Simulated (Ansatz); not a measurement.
**Structure relaxation, GaIr**

The start is a generated cell, GaIr placed in the AFLOW prototype AB_tI8_141_a_b ("40", as in NbP). The structure is fully relaxed (lattice and positions, P = 0) with PBEsol (plane waves to 420 eV, PAW, scalar-relativistic; Ansatz, a quantum-chemistry and plane-wave program). First-step values are on the input's coarse k-mesh.

Ansatz input (later rounds restart from its end on a renewed k-mesh):
Ansatz 0.2 input:
```yaml
crystal:
  lattice:
    - [-1.5950246, 1.5950246, 5.4590615]
    - [1.5950246, -1.5950246, 5.4590615]
    - [1.5950246, 1.5950246, -5.4590615]
  atoms:
    - { symbol: Ga, position: [0.75, 0.25, 0.5] }
    - { symbol: Ga, position: [0, 0, 0] }
    - { symbol: Ir, position: [0.5, 0.5, 0] }
    - { symbol: Ir, position: [0.25, 0.75, 0.5] }
basis: { ecutwfc: 420, ecutrho_ratio: 4, xc_grid: 2, fft_grid_basis: typed }
kpoints: { mp_grid: { grid: [14, 14, 14] } }
hamiltonian:
  xc: pbesol
  dispersion: none
  pseudopotentials: { kind: paw }
scf: { occupations: { method: fermi_dirac, width: 0.05 } }
relax: { f_tol: 0.01, max_steps: 100, cell: { stress_tol: 0.02 } }
output: { forces: true, stress: true }
```

Task: By how much does the energy per atom fall from start to end?

Result: 0.82 eV/atom.

Task: How does the volume per atom move from start to end?

Result: +1.7 %, from 13.89 to 14.12 Å³/atom.

Task: What band gap does the relaxed structure have at this level?

Result: No gap (metallic).

Task: What does it relax into? Give the structure.

Result: 
Space group I4₁/amd, origin choice 1 (No. 141); a = b = 3.6852 Å, c = 8.3167 Å, α = β = γ = 90.00°

```csv
atom,site,symmetry,x,y,z
Ga,4a,-4m2,0.0000,0.0000,0.0000
Ir,4b,-4m2,0.0000,0.0000,0.5000
```
(The calculation used a cell of 4 atoms; values per cell refer to that cell.)

The space group stays I4₁/amd (No. 141) (the run could not lower it), with 4 atoms in the primitive cell. Final values are on a 18×18×18 k-mesh of the relaxed cell. No spin polarisation in the result.

The run could not lose the symmetry of its start: the end is stationary, and may be a saddle point rather than a minimum.

All atoms sit on sites fixed by symmetry, so only the cell could relax.

The relaxed structure here is a generated cell of GaIr: the first start was made by placing the elements on the sites of a structure type, and the end was not matched to a known phase here, so it may be hypothetical.
